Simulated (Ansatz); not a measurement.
AlIr:
```yaml
crystal:
  lattice:
    - [0.00000, 2.50337, 2.50337]
    - [2.50337, 0.00000, 2.50337]
    - [2.50337, 2.50337, 0.00000]
  atoms:
    - { symbol: Ir, position: [0.00000, 0.00000, 0.00000] }
    - { symbol: Al, position: [0.50000, 0.50000, 0.50000] }
```

Relaxed with r²SCAN in the plane-wave PAW code Ansatz. Indices refer to the conventional cell of Fm-3m, a = b = c = 5.007 Å, α = β = γ = 90.00°.

Problem. Simulate the powder diffraction pattern (Mo Kα, λ = 0.71073 Å; lines above 1 %) up to 2θ = 45°.

Solution. Simulated powder pattern, Mo Kα, λ = 0.71073 Å (kinematic, ideal powder, no thermal factors, no anomalous dispersion; the 30 strongest lines at most, above 1 %, up to 2θ = 45°):

```csv
2θ (°),d (Å),I/Imax (%),hkl
14.12,2.891,100,(111)
16.32,2.503,93,(200)
23.16,1.770,73,(220)
27.23,1.510,54,(311)
28.47,1.445,27,(222)
32.99,1.252,13,(400)
36.04,1.149,23,(331)
37.01,1.120,36,(420)
40.70,1.022,26,(422)
43.28,0.964,17,(511)+(333)
```

The start of the workflow was typed in or built on a structure type; neither database checked (COD, Materials Project) lists it. Its standing as an ambient phase is unchecked. Symmetry was held in the r²SCAN relaxation. At this level the phase is mechanically unstable. No spin polarisation was allowed. Spin–orbit coupling is left out wherever it is not named.

Potentials: the earlier of the program's two PAW sets.
